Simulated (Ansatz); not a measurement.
BN (h-BN type, space group P6_3/mmc)

Space group P6₃/mmc (No. 194); a = b = 2.506 Å, c = 6.616 Å, α = β = 90.00°, γ = 120.00°

```
atom  site  symmetry       x       y       z
----  ----  --------  ------  ------  ------
B       2c      -6m2  0.3333  0.6667  0.2500
N       2d      -6m2  0.6667  0.3333  0.2500
```

The relaxed cell is deformed in two ways at once: its volume V is scaled, and at that volume it is stretched along z (the c axis of the conventional cell) so that c/a changes. Fractional atomic positions are held.

Level of theory: PBE-D3(BJ) (plane waves to 420 eV, PAW, scalar-relativistic; Ansatz, a first-principles code). k mesh 15×15×5 (Γ-centred), Fermi-Dirac smearing 0.05 eV. Stress and pressure are positive under compression. BN was relaxed with its symmetry unable to fall. The PAW data are Ansatz's earlier set.

Changes of σxx (GPa) from the point V/V₀ = 1.000, (c/a)/(c/a)₀ = 1.000 when one coordinate moves alone (two changes are said to add if the coupling is within 5 % of the smaller one, nearly so within 20 %):

```tsv
point	change
V/V₀ = 1.000, (c/a)/(c/a)₀ = 0.960	-14.24
V/V₀ = 1.000, (c/a)/(c/a)₀ = 0.980	-7.18
V/V₀ = 0.920, (c/a)/(c/a)₀ = 1.000	34.93
V/V₀ = 0.960, (c/a)/(c/a)₀ = 1.000	15.80
V/V₀ = 1.040, (c/a)/(c/a)₀ = 1.000	-13.13
V/V₀ = 1.080, (c/a)/(c/a)₀ = 1.000	-24.06
V/V₀ = 1.000, (c/a)/(c/a)₀ = 1.020	7.28
V/V₀ = 1.000, (c/a)/(c/a)₀ = 1.040	14.65
```

Task: Do the two effects add at V/V₀ = 0.960, (c/a)/(c/a)₀ = 1.020? Give the computed change.

Result: The sum of the single changes is 15.80 + (7.28) = 23.08; the calculation gives 23.91, so the coupling contributes 0.83 (under 20 % of the smaller single change, nearly additive).

Task: Do the two effects add at V/V₀ = 1.040, (c/a)/(c/a)₀ = 0.960? Give the computed change.

Result: The sum of the single changes is -13.13 + (-14.24) = -27.37; the calculation gives -25.95, so the coupling contributes 1.42 (under 20 % of the smaller single change, nearly additive).

(A scan under strain: stresses follow from slopes of the energy per volume, elastic moduli from its curvatures.)
